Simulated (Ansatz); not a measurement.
Ansatz (an electronic-structure program) input:

Ansatz 0.2 input:
```yaml
crystal:
  lattice:
    - [3.4643214599, 0.0, 0.0]
    - [0.0, 3.4643214599, 0.0]
    - [0.0, 0.0, 3.4643214599]
  atoms:
    - { symbol: Pb, position: [0.0, 0.0, 0.0] }
    - { symbol: Li, position: [0.5, 0.5, 0.5] }
kpoints:
  mp_grid: { grid: [25, 25, 25] }
hamiltonian:
  xc: lda
  pseudopotentials: { kind: paw }
scf:
  occupations: { method: fermi_dirac, width: 0.1 }
elastic: { mode: relaxed_ion, stencil: two_point, amplitude: 0.005, f_tol: 0.0005 }
```

Output (shortened):

```
Pseudopotential: Pb, paw, valence charge 14
Pseudopotential: Li, paw, valence charge 3
Functional definition: SPW92
Crystal: 2 atoms, lattice volume = 41.577 Å³
Basis set: ecut = 420 eV, 799 PW (Γ)
Bands: 13, of which v1, the nominal top of the filled ones, is band 9 counted from 1 (8 counted from 0)
Symmetry: 48 space group operations
Space group: Pm-3m (ITA 221), of the structure as read, at distance tolerance 3.5e-5 Å
k-points: 455 of 15625
SCF iter   1: F=—  HF=-11804.670037 eV  |F-HF|=—  |Δ(HF+E_count)|=         —  Δρ=5.61e-3  dr2=6.43e-3  ethr=1.77e-3  ⟨swp⟩=5.7  Hψ=33078  notcnv=0
preconditioner: auto → none
SCF iter   2: F=—  HF=-11804.665188 eV  |F-HF|=—  |Δ(HF+E_count)|=   4.85e-3  Δρ=2.75e-3  dr2=1.77e-3  ethr=3.78e-5  ⟨swp⟩=2.3  Hψ=11571  notcnv=0
SCF iter   3: F=—  HF=-11804.663826 eV  |F-HF|=—  |Δ(HF+E_count)|=   1.36e-3  Δρ=1.96e-4  dr2=1.01e-5  ethr=1.04e-5  ⟨swp⟩=2.1  Hψ=9774  notcnv=0
SCF iter   4: F=—  HF=-11804.663827 eV  |F-HF|=—  |Δ(HF+E_count)|=   8.67e-7  Δρ=8.00e-5  dr2=2.00e-6  ethr=5.92e-8  ⟨swp⟩=2.0  Hψ=9185  notcnv=0
SCF iter   5: F=—  HF=-11804.663825 eV  |F-HF|=—  |Δ(HF+E_count)|=   1.10e-6  Δρ=1.93e-5  dr2=6.83e-8  ethr=1.17e-8  ⟨swp⟩=2.0  Hψ=9108  notcnv=0
SCF iter   6: F=—  HF=-11804.663826 eV  |F-HF|=—  |Δ(HF+E_count)|=   1.33e-7  Δρ=1.54e-6  dr2=1.46e-9  ethr=4.02e-10  ⟨swp⟩=2.4  Hψ=8149  notcnv=0
SCF iter   7: F=—  HF=-11804.663826 eV  |F-HF|=—  |Δ(HF+E_count)|=  5.57e-10  Δρ=2.12e-7  dr2=1.25e-11  ethr=8.58e-12  ⟨swp⟩=2.6  Hψ=9410  notcnv=0
SCF iter   8: F=-11804.663826 eV  HF=-11804.663826 eV  |F-HF|=3.64e-12  |Δ(HF+E_count)|=  3.64e-12  Δρ=6.93e-9  dr2=2.22e-14  ethr=1.00e-12  ⟨swp⟩=4.6  Hψ=28065  notcnv=0
SCF 1 converged in 8 iterations: F = -11804.663826 eV  dr2 = 2.22e-14
Crystal: 2 atoms, lattice volume = 41.369 Å³
Symmetry: 16 space group operations
k-points: 1183 of 15625
iter 1 solved again at ethr=2.62e-7 eV; its pass at ethr=3.10e-3 eV (dr2=4.45e-5 eV) is discarded
SCF iter   1: F=—  HF=-11804.663758 eV  |F-HF|=—  |Δ(HF+E_count)|=         —  Δρ=1.68e-4  dr2=1.69e-5  ethr=2.62e-7  ⟨swp⟩=3.5  Hψ=118010  notcnv=0  defer=12
preconditioner: auto → none
SCF iter   2: F=—  HF=-11804.663752 eV  |F-HF|=—  |Δ(HF+E_count)|=   6.42e-6  Δρ=7.69e-5  dr2=1.26e-6  ethr=9.93e-8  ⟨swp⟩=2.6  Hψ=23754  notcnv=0  defer=12
SCF iter   3: F=—  HF=-11804.663752 eV  |F-HF|=—  |Δ(HF+E_count)|=   1.78e-7  Δρ=2.24e-5  dr2=9.35e-8  ethr=7.43e-9  ⟨swp⟩=2.1  Hψ=22830  notcnv=0  defer=12
SCF iter   4: F=—  HF=-11804.663752 eV  |F-HF|=—  |Δ(HF+E_count)|=   9.99e-9  Δρ=3.96e-6  dr2=3.27e-9  ethr=5.50e-10  ⟨swp⟩=1.7  Hψ=16370  notcnv=0  defer=12
SCF iter   5: F=—  HF=-11804.663752 eV  |F-HF|=—  |Δ(HF+E_count)|=  9.11e-10  Δρ=2.11e-7  dr2=1.71e-11  ethr=1.92e-11  ⟨swp⟩=2.1  Hψ=22320  notcnv=0  defer=12
SCF iter   6: F=—  HF=-11804.663752 eV  |F-HF|=—  |Δ(HF+E_count)|=  9.09e-12  Δρ=3.55e-8  dr2=2.41e-13  ethr=1.01e-13 (applied; sched 1.00e-12)  ⟨swp⟩=2.1  Hψ=20360  notcnv=0  defer=81
SCF iter   7: F=-11804.663752 eV  HF=-11804.663752 eV  |F-HF|=5.46e-12  |Δ(HF+E_count)|=  5.46e-12  Δρ=1.11e-9  dr2=2.41e-16  ethr=1.00e-12  ⟨swp⟩=4.1  Hψ=43747  notcnv=0
SCF 2 converged in 7 iterations: F = -11804.663752 eV  dr2 = 2.41e-16
Crystal: 2 atoms, lattice volume = 41.785 Å³
iter 1 solved again at ethr=2.57e-11 eV; its pass at ethr=3.10e-3 eV (dr2=4.37e-9 eV) is discarded
SCF iter   1: F=—  HF=-11804.663518 eV  |F-HF|=—  |Δ(HF+E_count)|=         —  Δρ=1.18e-5  dr2=4.50e-9  ethr=2.57e-11  ⟨swp⟩=3.2  Hψ=118412  notcnv=0  defer=2
preconditioner: auto → none
SCF iter   2: F=—  HF=-11804.663518 eV  |F-HF|=—  |Δ(HF+E_count)|=   3.79e-8  Δρ=5.88e-6  dr2=7.25e-10  ethr=2.57e-11  ⟨swp⟩=2.7  Hψ=24179  notcnv=0  defer=2
SCF iter   3: F=—  HF=-11804.663518 eV  |F-HF|=—  |Δ(HF+E_count)|=   1.23e-8  Δρ=1.31e-6  dr2=4.14e-11  ethr=4.26e-12  ⟨swp⟩=1.0  Hψ=15305  notcnv=0  defer=2
SCF iter   4: F=—  HF=-11804.663518 eV  |F-HF|=—  |Δ(HF+E_count)|=  6.40e-10  Δρ=1.32e-7  dr2=5.97e-13  ethr=2.43e-13 (applied; sched 1.00e-12)  ⟨swp⟩=2.1  Hψ=23931  notcnv=0  defer=69
SCF iter   5: F=-11804.663518 eV  HF=-11804.663518 eV  |F-HF|=3.64e-12  |Δ(HF+E_count)|=  5.46e-12  Δρ=3.75e-9  dr2=4.28e-15  ethr=1.00e-12  ⟨swp⟩=4.7  Hψ=46612  notcnv=0
SCF 3 converged in 5 iterations: F = -11804.663518 eV  dr2 = 4.28e-15
Crystal: 2 atoms, lattice volume = 41.577 Å³
Symmetry: 8 space group operations
k-points: 2197 of 15625
iter 1 solved again at ethr=6.23e-8 eV; its pass at ethr=3.10e-3 eV (dr2=1.06e-5 eV) is discarded
SCF iter   1: F=—  HF=-11804.663771 eV  |F-HF|=—  |Δ(HF+E_count)|=         —  Δρ=1.47e-4  dr2=1.04e-5  ethr=6.23e-8  ⟨swp⟩=3.4  Hψ=220912  notcnv=0  defer=13
preconditioner: auto → none
SCF iter   2: F=—  HF=-11804.663770 eV  |F-HF|=—  |Δ(HF+E_count)|=   1.45e-6  Δρ=6.58e-5  dr2=1.89e-6  ethr=6.11e-8  ⟨swp⟩=1.0  Hψ=28433  notcnv=0  defer=13
SCF iter   3: F=—  HF=-11804.663769 eV  |F-HF|=—  |Δ(HF+E_count)|=   4.21e-7  Δρ=5.08e-6  dr2=5.98e-9  ethr=1.11e-8  ⟨swp⟩=1.0  Hψ=28561  notcnv=0  defer=13
SCF iter   4: F=—  HF=-11804.663769 eV  |F-HF|=—  |Δ(HF+E_count)|=   4.25e-9  Δρ=4.22e-7  dr2=4.88e-11  ethr=3.52e-11  ⟨swp⟩=2.3  Hψ=44572  notcnv=0  defer=13
SCF iter   5: F=—  HF=-11804.663769 eV  |F-HF|=—  |Δ(HF+E_count)|=  1.27e-11  Δρ=8.16e-8  dr2=2.90e-12  ethr=2.87e-13 (applied; sched 1.00e-12)  ⟨swp⟩=2.0  Hψ=45293  notcnv=0  defer=105
SCF iter   6: F=-11804.663769 eV  HF=-11804.663769 eV  |F-HF|=5.46e-12  |Δ(HF+E_count)|=  3.64e-12  Δρ=1.81e-8  dr2=9.17e-14  ethr=1.00e-12  ⟨swp⟩=3.4  Hψ=116808  notcnv=0
SCF 4 converged in 6 iterations: F = -11804.663769 eV  dr2 = 9.17e-14
Crystal: 2 atoms, lattice volume = 41.577 Å³
iter 1 solved again at ethr=3.92e-11 eV; its pass at ethr=3.10e-3 eV (dr2=6.66e-9 eV) is discarded
SCF iter   1: F=—  HF=-11804.663769 eV  |F-HF|=—  |Δ(HF+E_count)|=         —  Δρ=1.07e-5  dr2=7.12e-9  ethr=3.92e-11  ⟨swp⟩=2.1  Hψ=206833  notcnv=0  defer=8
preconditioner: auto → none
SCF iter   2: F=—  HF=-11804.663769 eV  |F-HF|=—  |Δ(HF+E_count)|=   2.89e-8  Δρ=5.30e-6  dr2=1.07e-9  ethr=3.92e-11  ⟨swp⟩=2.2  Hψ=37664  notcnv=0  defer=8
SCF iter   3: F=—  HF=-11804.663769 eV  |F-HF|=—  |Δ(HF+E_count)|=   9.60e-9  Δρ=1.13e-6  dr2=5.76e-11  ethr=6.27e-12  ⟨swp⟩=1.5  Hψ=35922  notcnv=0  defer=8
SCF iter   4: F=—  HF=-11804.663769 eV  |F-HF|=—  |Δ(HF+E_count)|=  4.24e-10  Δρ=2.08e-7  dr2=9.72e-13  ethr=3.39e-13 (applied; sched 1.00e-12)  ⟨swp⟩=2.3  Hψ=44685  notcnv=0  defer=58
SCF iter   5: F=-11804.663769 eV  HF=-11804.663769 eV  |F-HF|=3.64e-12  |Δ(HF+E_count)|=  2.00e-11  Δρ=1.23e-8  dr2=4.74e-15  ethr=1.00e-12  ⟨swp⟩=4.8  Hψ=87671  notcnv=0
SCF 5 converged in 5 iterations: F = -11804.663769 eV  dr2 = 4.74e-15
SCF converged after 8 iterations
Free energy (F): -11804.663826 eV
Harris-Foulkes:  -11804.663826 eV  (|F-HF|=3.64e-12)
Internal energy: -11804.642738 eV  (E = F + TS)
E sigma→0 (E₀):  -11804.653282 eV
Entropy (-TS):   -0.021088 eV (-10.544 meV/atom)
Fermi energy:    8.711688 eV
--- Per-component energies (eV) ---
  E_band       = -133.169522
  E_kinetic    = 313.912554
  E_local      = -1205.924629  (includes V_loc(G=0)·N_el)
  E_nonlocal   = 320.458018
  E_hartree    = 468.600456
  E_xc         = -230.250748
  E_vxc        = -148.104718  (∫ρ·V_xc dr)
  E_paw        = -10122.540494  (= ΣΔE_a)
  E_vpaw       = -350.711727  (= ΣTr[D̂ρ^β])
  E_aug_tail   = 0.000061  (compensation charges beyond the density's cutoff)
  E_ewald      = -1348.820242
  E_core_change = -0.077714  (= ΣΔE_core)
  E_smearing   = -0.021088  (= −TS)
  E_closure    = 0.000000  (closes the sum)
  Σ components = -11804.663826   (vs F -11804.663826, Δ=0.00e0)
  [band-id]    e_kinetic+e_local+e_nonlocal+2·e_hartree+e_vxc+e_vpaw+e_augmentation_tail = -133.169528   (vs E_band -133.169522, Δ=-6.18e-6)
--- Forces (eV/Å), atoms counted from 1 ---
  atom   1  Pb     0.00000000     0.00000000     0.00000000
  atom   2  Li     0.00000000     0.00000000     0.00000000
  max |Σ_I F_I| component: 0.0 eV/Å
--- Stress (GPa, compression-positive) ---
       -0.093221       0.000000       0.000000
        0.000000      -0.093221       0.000000
        0.000000       0.000000      -0.093221
  P = ⅓ Tr σ = -0.0932 GPa (-0.932 kbar)
--- Band table (eV; the first three rows and the last of 455) ---
  k-point 0: bands = ["-36.9584", "-8.1839", "-8.1839", "-7.8805", "-7.8805", "-7.8805", "-2.1672", "11.0021", "11.0021", "11.0021", "14.7338", "15.4351", "15.4351"]
  k-point 1: bands = ["-36.9583", "-8.1836", "-8.1797", "-7.8820", "-7.8820", "-7.8804", "-2.1503", "10.7873", "11.0257", "11.0257", "14.7911", "15.4485", "15.6221"]
  k-point 2: bands = ["-36.9582", "-8.1827", "-8.1676", "-7.8865", "-7.8865", "-7.8800", "-2.0999", "10.2518", "11.0964", "11.0964", "14.8582", "15.4884", "16.1779"]
  k-point 454: bands = ["-36.9531", "-8.0897", "-8.0897", "-8.0897", "-7.7316", "-7.7316", "3.0201", "8.0060", "8.0258", "8.0258", "11.2846", "11.2846", "11.3407"]
--- Elastic constants: 2 strain directions × 2 members + reference (group order 48) ---
  dense FFT box of the reference and of every strained cell: 24×24×24
  strains applied: 11, 23; error gains: componentwise 1.00 (the most a stress slope's error grows in a printed constant), spectral 1.73 (1 for all six strains …
  C = ∂σ_k/∂η_j (tension-positive GPa; Voigt order 11 22 33 23 13 12):
        58.749     30.066     30.066      0.000      0.000      0.000
        30.066     58.749     30.066      0.000      0.000      0.000
        30.066     30.066     58.749      0.000      0.000      0.000
         0.000      0.000      0.000     17.368      0.000      0.000
         0.000      0.000      0.000      0.000     17.368      0.000
         0.000      0.000      0.000      0.000      0.000     17.368
  reference stress σ⁰ (GPa):      0.093      0.093      0.093      0.000      0.000      0.000
  C* (energy form; C + prestress term) asymmetry max|C*_kj − C*_jk| = 1.776e-14 GPa — a small one proves nothing (zero by symmetry where the batch's group is …
  moduli (Voigt/Reuss/Hill, GPa): K = 39.63/39.63/39.63   G = 16.16/16.02/16.09   E = 42.51   ν = 0.321
  mechanically stable: yes (min eigenvalue of sym C = 17.37 GPa)
  where every solve meets its electron count the energy-path curvature estimates C_jj along a normal strain and C_jj − ¼(σ⁰_aa + σ⁰_bb) along a shear (ab), of …
  strain η (Voigt 11):  stress-route row diagonal C_11 = 58.75 GPa, energy-path curvature d²(F+E_count+ΔE)/dδ²/Ω₀ = 58.76 GPa
         δ    σ_11 (GPa)             F (eV)   n_scf  n_hpsi   n_pw
    -5.000e-3      -0.2094      -11804.6637518       7  288375    840   relax 0 steps, max|allowed force component| 0.0 eV/Å
     5.000e-3       0.3781      -11804.6635180       5  249519    840   relax 0 steps, max|allowed force component| 0.0 eV/Å
  strain η (Voigt 23):  stress-route row diagonal C_44 = 17.37 GPa, energy-path curvature d²(F+E_count+ΔE)/dδ²/Ω₀ = 17.32 GPa
         δ    σ_23 (GPa)             F (eV)   n_scf  n_hpsi   n_pw
    -5.000e-3      -0.0868      -11804.6637693       6  523707    840   relax 0 steps, max|allowed force component| 0.0 eV/Å
     5.000e-3       0.0868      -11804.6637693       5  451911    840   relax 0 steps, max|allowed force component| 0.0 eV/Å
```

Cost: roughly 110 core-seconds on shared cores.

The workflow started from an entry of the Crystallography Open Database (COD), which files this formula under 2 space groups. Its standing as an ambient phase is unchecked. Symmetry was held in the LDA relaxation; of distortions, only those at the zone centre were tested. As this level gives no gap, shear constants depend on the k-mesh and smearing (Fermi–Dirac, 0.1 eV here). Scalar-relativistic: spin–orbit coupling is off unless named, which matters more the heavier the elements.

Potentials: the later of the program's two PAW sets.

Ansatz is a plane-wave DFT program.
